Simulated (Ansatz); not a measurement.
SnC:
```xyz
2
Lattice="0.0000 2.5170 2.5170 2.5170 0.0000 2.5170 2.5170 2.5170 0.0000" Properties=species:S:1:pos:R:3 pbc="T T T"
Sn     0.0000     0.0000     0.0000
C      1.2585     1.2585     1.2585
```

x, y and z are the axes in which the lattice vectors are written.

Q: Give the proper piezoelectric stress tensor with relaxed ions from PBEsol (plane waves, PAW; program Ansatz).

A: In C/m², rows x, y, z, Voigt columns; mesh uncertainty up to 0.01.
```
0.00  0.00  0.00  0.18  0.00  0.00
0.00  0.00  0.00  0.00  0.18  0.00
0.00  0.00  0.00  0.00  0.00  0.18
```

The elastic tensor of the same run (GPa):

```
 210  97.5  97.5   0.0   0.0   0.0
97.5   210  97.5   0.0   0.0   0.0
97.5  97.5   210   0.0   0.0   0.0
 0.0   0.0   0.0   118   0.0   0.0
 0.0   0.0   0.0   0.0   118   0.0
 0.0   0.0   0.0   0.0   0.0   118
```

Q: Convert to strain constants d = e·S.

A: In pC/N:
```
0.0  0.0  0.0  1.5  0.0  0.0
0.0  0.0  0.0  0.0  1.5  0.0
0.0  0.0  0.0  0.0  0.0  1.5
```

Space group F-43m (zinc blende). The start of the workflow was typed in or built on a structure type; neither database checked (COD, Materials Project) lists it. Its standing as an ambient phase is unchecked. Symmetry was held in the PBEsol relaxation; its stability against distortions is not shown here. Its formation energy is positive at this level, so the cell may be metastable or incomplete. Signs of piezoelectric constants follow the polarity of the cell as given. Spin–orbit coupling is left out wherever it is not named.

Potentials: the later of the program's two PAW sets.
